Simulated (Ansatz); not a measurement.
SiO2 in space group I4/mmm (No. 139; Si on 8h, O on 8f, O on 8i), plane-wave PAW LDA (Ansatz code), all energies at zero smearing, with the estimated change up to a 700 eV cutoff added, with one set of potentials and settings (totals compare only within such a set). Cell of 12 atoms (4 Si, 8 O): -6890.642 eV.

| element | reference phase | E (eV/atom) |
|---|---|---|
| Si | Fd-3m, 2 atoms in the cell | -608.6481 |
| O | C2/m, 4 atoms in the cell, spin-polarised | -552.6518 |

Formation energy per atom, worked out: (-6890.642 − 4×(-608.6481) − 8×(-552.6518))/12 = -2.903 eV/atom (-280 kJ per mol of atoms), at 0 K, without zero-point energy or fitted corrections.

The workflow started from a Materials Project entry (that database holds measured and hypothetical structures alike); the Crystallography Open Database copy checked does not list it. It is not the phase usual at ambient conditions (space group No. 92, 152, 154). The LDA relaxation kept the symmetry of its start. At this level the phase is dynamically unstable (imaginary phonons). The references are the lowest solids computed at this level, not always the standard phases (solids in place of the gases).

Potentials: the later of the program's two PAW sets.
